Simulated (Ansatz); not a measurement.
Given:

TaTe:
```yaml
crystal:
  lattice:
    - [1.77963, -5.03339, 0.00000]
    - [1.77963, 5.03339, 0.00000]
    - [0.00000, 0.00000, 4.68994]
  atoms:
    - { symbol: Te, position: [0.63745, 0.36255, 0.25000] }
    - { symbol: Ta, position: [0.92135, 0.07865, 0.25000] }
    - { symbol: Te, position: [0.36255, 0.63745, 0.75000] }
    - { symbol: Ta, position: [0.07865, 0.92135, 0.75000] }
```

This is the PBEsol-relaxed structure.

Question: All from the program Ansatz at the PBEsol level (PAW), unless another level is named. Estimate the electronic character.

Answer: metallic (no gap).

Question: Next, the formation energy from the elements (no fitted shifts)?

Answer: 0.039 eV/atom.

Question: What about the density of states at the Fermi level?

Answer: 0.80 states/eV per atom (mean over ±0.08 eV).

Question: And the gap with spin–orbit coupling?

Answer: none (metallic).

Space group Cmcm. The start of the workflow was typed in or built on a structure type; neither database checked (COD, Materials Project) lists it. Its standing as an ambient phase is unchecked. The PBEsol relaxation kept the symmetry of its start; its stability against distortions is not shown here. No spin polarisation was allowed. The references are the lowest solids computed at this level, not always the standard phases. Scalar-relativistic: spin–orbit coupling is off unless named, which matters more the heavier the elements.

Potentials: the earlier of the program's two PAW sets. The files were generated under PBE; for other functionals the program regenerates the frozen cores, and for LDA and PBEsol the local potential too.
